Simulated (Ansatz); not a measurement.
NaCl (rock salt)

```xyz
4
Lattice="0.0000 5.6955 5.6955 2.8478 0.0000 2.8478 2.8478 2.8478 0.0000" Properties=species:S:1:pos:R:3 pbc="T T T"
Cl     0.0000     0.0000     0.0000
Cl     2.8478     2.8478     5.6955
Na     2.8478     2.8478     2.8478
Na     2.8478     5.6955     5.6955
```

A phonon eigenvector at L = (0.5, 0.0, 0.0) is frozen into this cell: atom i moves by Q times the vector below, so Q is the largest atomic displacement, in Å. The cell is held. It is one choice among 2 degenerate patterns. (q is in reciprocal vectors of the primitive cell; the cell shown is doubled to hold the pattern.)

```
atom       x       y       z
----  ------  ------  ------
Na3    0.285  -0.520   0.805
Na4   -0.285   0.520  -0.805
```

Atoms not listed stay in place.

Calculation: PBE (plane waves to 420 eV, PAW, scalar-relativistic; Ansatz, a quantum-chemistry and plane-wave program). k mesh 5×10×10 (Γ-centred), Fermi-Dirac smearing 0.05 eV. E stands for the smeared free energy. NaCl was relaxed with its symmetry unable to fall. ΔE is measured from the undisplaced structure.

```
Q (Å)   ΔE (meV/cell)
------  -------------
-0.180           43.8
-0.150           30.3
-0.120       withheld
-0.090           10.8
-0.060            4.8
-0.030            1.2
0.000             0.0
0.030             1.2
0.060             4.8
0.090            10.8
0.120        withheld
0.150            30.3
0.180            43.8
```

Fit an even polynomial form (powers 2, 4) to the given rows and predict ΔE at Q = 0.120.

Least squares on the 11 given rows: ΔE = (1331)·Q² + (648.8)·Q⁴, in meV/cell with Q in Å; root-mean-square residual 0.01 meV/cell. At 0.120 the fit gives 19.3 meV/cell; the calculation gives 19.3 meV/cell, the same to the digits shown. The quadratic term alone would give 19.2 meV/cell.

(For displaced atoms, the force is minus the slope of the energy, and its curvature is a force constant, which sets phonon frequencies.)
